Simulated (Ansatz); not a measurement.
ScPd3N:
```cif
data_NPd3Sc
_chemical_formula_sum 'Sc1 Pd3 N1'
_space_group_name_H-M_alt 'P 1'
_space_group_IT_number 1
_cell_length_a 4.14384
_cell_length_b 4.14384
_cell_length_c 4.14384
_cell_angle_alpha 90.000
_cell_angle_beta 90.000
_cell_angle_gamma 90.000
loop_
_space_group_symop_operation_xyz
  'x, y, z'
loop_
_atom_site_label
_atom_site_type_symbol
_atom_site_fract_x
_atom_site_fract_y
_atom_site_fract_z
_atom_site_occupancy
Sc1 Sc 0.00000 0.00000 0.00000 1
Pd1 Pd 0.00000 0.50000 0.50000 1
Pd2 Pd 0.50000 0.00000 0.50000 1
Pd3 Pd 0.50000 0.50000 0.00000 1
N1 N 0.50000 0.50000 0.50000 1
```

Relaxed with PBEsol.

### Question
Decompose the optical modes at the zone centre into irreducible representations, and say which are infrared and Raman allowed.

### Answer
Point group m-3m: Γ_opt = 3T1u + T2u. Infrared: T1u. Raman: none.

### Question
Assign frequencies (DFPT, DFT-PBEsol in the program Ansatz with PAW potentials).

### Answer
T2u 48i, T1u 27i, T1u 128, T1u 402 cm⁻¹.

Space group Pm-3m (anti-perovskite). The start of the workflow was typed in or built on a structure type; neither database checked (COD, Materials Project) lists it. Whether it is the stable phase at ambient conditions was not checked. The PBEsol relaxation kept the symmetry of its start; phonons show weakly imaginary modes. No spin polarisation was allowed. As this level gives no gap, phonon frequencies hold no LO–TO term and depend on the k-mesh and smearing (Fermi–Dirac, 0.1 eV here).

Potentials: the later of the program's two PAW sets.
